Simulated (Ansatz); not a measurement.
Input and command of a plane-wave DFT calculation in Ansatz:

```yaml
crystal:
  lattice:
    - [-3.314538, -3.314538, 3.314538]
    - [-3.314538, 3.314538, -3.314538]
    - [3.314538, -3.314538, -3.314538]
  atoms:
    - { symbol: Au, position: [0.4372925889, 0.5, 0.5] }
    - { symbol: Au, position: [0.0, 0.5, 0.5] }
    - { symbol: Au, position: [0.5, 0.0, 0.5] }
    - { symbol: Au, position: [0.0, 0.0, 0.5] }
    - { symbol: Au, position: [0.5, 0.5, 0.0] }
    - { symbol: Au, position: [0.0, 0.5, 0.0] }
    - { symbol: Au, position: [0.5, 0.0, 0.0] }
    - { symbol: Au, position: [0.0, 0.0, 0.0] }
basis:
  ecutwfc: 500
kpoints:
  mp_grid: { grid: [10, 10, 10] }
hamiltonian:
  xc: r2scan
scf:
  occupations: { method: gaussian, width: 0.15 }
output:
  forces: true
  stress: true
  eigenvalues: true
  write_density: true
  write_potential: true
  elf: true
  volumetric_format: npy
```

```bash
ansatz run input.yaml --threads 2 --pin off --max-ram 5120MiB --backend cpu --events-out ev --progress --plain --runs-dir out
```

Processor: AMD EPYC 7R43 64-Core Processor (Zen 3), 2 threads, on a host shared with other jobs.

Task: Estimate time, memory and problem size.

Result: About 2.2 min on 2 threads of AMD EPYC 7R43 64-Core Processor (Zen 3), on a shared host, peak memory 1.7 GiB. It solves 92 bands at 116 k points (the mesh reduced by symmetry) with about 3781 plane waves, in 8 SCF iterations.
